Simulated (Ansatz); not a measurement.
WS2:
```xyz
12
Lattice="5.9603 0.0000 0.0000 0.0000 5.9603 0.0000 0.0000 0.0000 5.9603" Properties=species:S:1:pos:R:3 pbc="T T T"
W      0.0000     0.0000     0.0000
W      2.9801     2.9801     0.0000
W      0.0000     2.9801     2.9801
W      2.9801     0.0000     2.9801
S      2.1416     2.1416     2.1416
S      5.1218     0.8385     3.8186
S      3.8186     5.1218     0.8385
S      0.8385     3.8186     5.1218
S      3.8186     3.8186     3.8186
S      0.8385     5.1218     2.1416
S      2.1416     0.8385     5.1218
S      5.1218     2.1416     0.8385
```
The run is spin-polarised; directions of the spins, atom by atom: ↑ ↑ ↑ ↑ 0 0 0 0 0 0 0 0.

Relaxed with r²SCAN.

Q: Give the Bader charges and basin volumes of the independent atoms, r²SCAN (plane waves, PAW; program Ansatz).

A: 

| atom | Bader charge (e) | Bader volume (Å³) |
|---|---|---|
| W1 | +1.65 | 14.1 |
| S5 | -0.83 | 19.4 |

Space group Pa-3. The start of the workflow was typed in or built on a structure type; neither database checked (COD, Materials Project) lists it. It is not the phase usual at ambient conditions (space group No. 194). The r²SCAN relaxation kept the symmetry of its start; its stability against distortions is not shown here. The final state is ferromagnetic, chosen from 2 collinear starts compared on coarse meshes (ties went to the first, and starts can fall back to one state), not a proven ground state. Other orbital occupations within this spin state were not tried. No Hubbard U is applied. Scalar-relativistic: spin–orbit coupling is off unless named, which matters more the heavier the elements.

Potentials: the earlier of the program's two PAW sets.
